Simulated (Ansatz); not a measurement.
Here is the system:

HfScTaN3:
```cif
data_HfN3ScTa
_chemical_formula_sum 'Hf1 Sc1 Ta1 N3'
_space_group_name_H-M_alt 'P3m1'
_space_group_IT_number 156
_space_group_name_Hall 'P 3 -2"'
_cell_length_a 3.16245
_cell_length_b 3.16245
_cell_length_c 7.70820
_cell_angle_alpha 90.000
_cell_angle_beta 90.000
_cell_angle_gamma 120.000
loop_
_atom_site_label
_atom_site_type_symbol
_atom_site_symmetry_multiplicity
_atom_site_Wyckoff_symbol
_atom_site_fract_x
_atom_site_fract_y
_atom_site_fract_z
_atom_site_occupancy
Hf1 Hf 1 a 0.00000 0.00000 0.99521 1
Sc1 Sc 1 b 0.33333 0.66667 0.33851 1
Ta1 Ta 1 c 0.66667 0.33333 0.66785 1
N1 N 1 c 0.66667 0.33333 0.16337 1
N2 N 1 a 0.00000 0.00000 0.50535 1
N3 N 1 b 0.33333 0.66667 0.82971 1
```

This is the r²SCAN-relaxed structure.

Question: All from r²SCAN in the plane-wave PAW code Ansatz, unless another level is named. Give the electronic character.

Answer: metallic (no gap).

Question: And the formation energy from the elements (no fitted shifts)?

Answer: -1.75 eV/atom.

Question: And the density of states at the Fermi level?

Answer: 0.28 states/eV per atom (mean over ±0.08 eV).

The start of the workflow was typed in or built on a structure type; neither database checked (COD, Materials Project) lists it. Whether it is the stable phase at ambient conditions was not checked. The cell was relaxed with r²SCAN under the symmetry of its start; its stability against distortions is not shown here. The run is not spin-polarised. With an odd number of electrons in the cell and no spin polarisation, the count alone makes it a metal. The references are the lowest solids computed at this level, not always the standard phases (solids in place of the gases). Spin–orbit coupling is left out wherever it is not named.

Potentials: the earlier of the program's two PAW sets.
